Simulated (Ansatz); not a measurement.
LiGeN:
Space group P6₃mc (No. 186); a = b = 2.951 Å, c = 9.175 Å, α = β = 90.00°, γ = 120.00°

| atom | site | symmetry | x | y | z |
|---|---|---|---|---|---|
| Li | 2b | 3m. | 0.3333 | 0.6667 | 0.2426 |
| Ge | 2a | 3m. | 0.0000 | 0.0000 | 0.4977 |
| N | 2b | 3m. | 0.6667 | 0.3333 | 0.1042 |

This is the LDA-relaxed structure.

Task: All from DFT-LDA in the program Ansatz with PAW potentials, unless another level is named. Give the formation energy from the elements (no fitted shifts).

Result: -0.49 eV/atom.

Task: And the smallest direct gap on the standard path?

Result: 2.42 eV.

Task: And the valence-band maximum?

Result: on the K–Γ line, 55 % of the way from K.

Task: And the conduction-band minimum?

Result: at M (3 equivalent valleys).

Space group P6_3mc. The workflow started from a Materials Project entry (that database holds measured and hypothetical structures alike); the Crystallography Open Database copy checked does not list it. Whether it is the stable phase at ambient conditions was not checked. The LDA relaxation kept the symmetry of its start; its stability against distortions is not shown here. The references are the lowest solids computed at this level, not always the standard phases (solids in place of the gases). Scalar-relativistic: spin–orbit coupling is off unless named, which matters more the heavier the elements.

Potentials: the later of the program's two PAW sets.
